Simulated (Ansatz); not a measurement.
Relaxed-ion elastic tensor of NbRu (CsCl type, Pm-3m) in GPa (Voigt order), PBEsol in the plane-wave PAW code Ansatz; density 10.41 g/cm³, 15.47 Å³ per atom.

```csv
,1,2,3,4,5,6
1,175,293,293,0.0,0.0,0.0
2,293,175,293,0.0,0.0,0.0
3,293,293,175,0.0,0.0,0.0
4,0.0,0.0,0.0,74.0,0.0,0.0
5,0.0,0.0,0.0,0.0,74.0,0.0
6,0.0,0.0,0.0,0.0,0.0,74.0
```

**Question.** Is the crystal mechanically stable?

**Answer.** No: the smallest eigenvalue of C is -118 GPa.

The workflow started from a Materials Project entry (that database holds measured and hypothetical structures alike); the Crystallography Open Database files this formula in space group No. 221, but the cells were not matched. Whether it is the stable phase at ambient conditions was not checked. Symmetry was held in the PBEsol relaxation. At this level the phase is mechanically unstable. No spin polarisation was allowed. As this level gives no gap, shear constants depend on the k-mesh and smearing (Fermi–Dirac, 0.1 eV here). On the denser mesh and wider smearing of the elastic run this cell carries a stress of 0.3 GPa.

Potentials: the later of the program's two PAW sets.
